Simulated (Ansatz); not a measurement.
MgFBr as a Janus 1T monolayer, relaxed with r2SCAN. The sheet's in-plane cell has a = 3.484 Å, b = 3.484 Å (γ = 120.0°), and its outermost atoms lie 2.44 Å apart along the normal. Mg is surrounded by 3 F at 2.17 Å and 3 Br at 2.58 Å; F is surrounded by 3 Mg at 2.17 Å; Br is surrounded by 3 Mg at 2.58 Å.

```
CELL_PARAMETERS angstrom
3.48361 0.00000 0.00000
-1.74180 3.01689 0.00000
0.00000 0.00000 28.98756
ATOMIC_POSITIONS crystal
Mg 0.00000 0.00000 0.31970
F 0.33333 0.66667 0.34799
Br 0.66667 0.33333 0.26375
```
The sheet repeats along a and b alone.

The questions ask for values computed with the PAW code Ansatz on this geometry. These are computed values for a non-magnetic cell that may be hypothetical; none is a measurement.

Given (12×12×1 mesh): PBE gives a direct gap of 2.91 eV at Γ.

Q: Estimate the gap with LDA on 12×12×1.

A: LDA gives a direct gap of 2.74 eV at Γ. The gap differs by -0.17 eV from PBE's.

Q: What does r2SCAN give for the gap (12×12×1 mesh)?

A: With r2SCAN the gap is 3.53 eV and direct, at Γ. The gap differs by +0.62 eV from PBE's.

Q: How does the gap change from PBE to HSE06+SOC (6×6×1)?

A: With HSE06+SOC the gap is 3.82 eV and direct, at Γ. Spin-orbit coupling itself accounts for -0.20 eV. The gap differs by +0.91 eV from PBE's.

Q: How does the gap change from PBE to LC-ωPBE (6×6×1)?

A: The LC-ωPBE gap is direct at Γ: 8.65 eV. The gap differs by +5.74 eV from PBE's.

Only the levels marked +SOC include spin-orbit coupling.

The meshes of the hybrids are coarse, so their gaps aren't converged to the digits shown.

For some runs the program warns that the potential is rough where the density is thin, which bears on empty states near the vacuum.
